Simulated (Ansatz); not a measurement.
**HfB₂ — experiment and calculation at the nuclei**

**What was measured.**

“Doping-induced superconductivity of ZrB2 and HfB2”, 2017, arxiv:1703.03253 reports, for a powder: ν_Q of ¹¹B about 54 kHz. On the ν_Q of ¹¹B: quadrupole splitting nu_Q, not the coupling constant C_Q; one typical value given for both ZrB2 and HfB2.

Cell of run 1: a COD entry, whose atoms a relaxation with PBE at fixed cell left in place.

```
Hf B
1.0
     3.14000    0.00000    0.00000
    -1.57000    2.71932    0.00000
     0.00000    0.00000    3.48000
Hf B
1 2
Direct
  0.00000 0.00000 0.00000
  0.33333 0.66667 0.50000
  0.66667 0.33333 0.50000
```

Atoms are numbered from 1 in the order listed; like atoms form one site, named after its first atom.

All runs are DFT with Ansatz 0.2.0 (plane waves and PAW, scalar-relativistic unless spin–orbit coupling is named, Γ-centred meshes, Fermi–Dirac smearing) in this cell.

Run 1: PBE, atoms relaxed; 420 eV, 17×17×13 k-points, smearing 0.05 eV.
Run 2: r2SCAN, at the relaxed atoms; 500 eV, 17×17×13 k-points, smearing 0.05 eV.
Run 3: PBE with spin–orbit coupling, at the relaxed atoms; 420 eV, 17×17×13 k-points, smearing 0.05 eV.
Run 4: LDA, at the relaxed atoms; 420 eV, 17×17×13 k-points, smearing 0.05 eV.

¹¹B: I = 3/2, Q = 40.59 mb (Pyykkö 2018). C_Q = eQV_zz/h. ν_Q = 3|C_Q|/[2I(2I − 1)].

Q: What do the runs give for these quantities, and how close do they come?

A: 

```
  quantity  unit  measured  run 1  run 2  run 3  run 4
ν_Q of ¹¹B   MHz     0.054  0.023  0.027  0.026  0.034
```

The gradient behind the ν_Q of ¹¹B is so small (V_zz from 0.047 to 0.069 × 10²¹ V/m²) that the runs can't be ranked by it.

The runs hold the atoms at rest, while the measurements include thermal motion.

In runs 1, 2, 3, 4 there is no gap above 0.1 eV, so the gradients can move by 10 % or more with the k-mesh. The cell isn't the equilibrium one in run 4 (calculated pressure -10 GPa), and the entry's cell may itself be off.
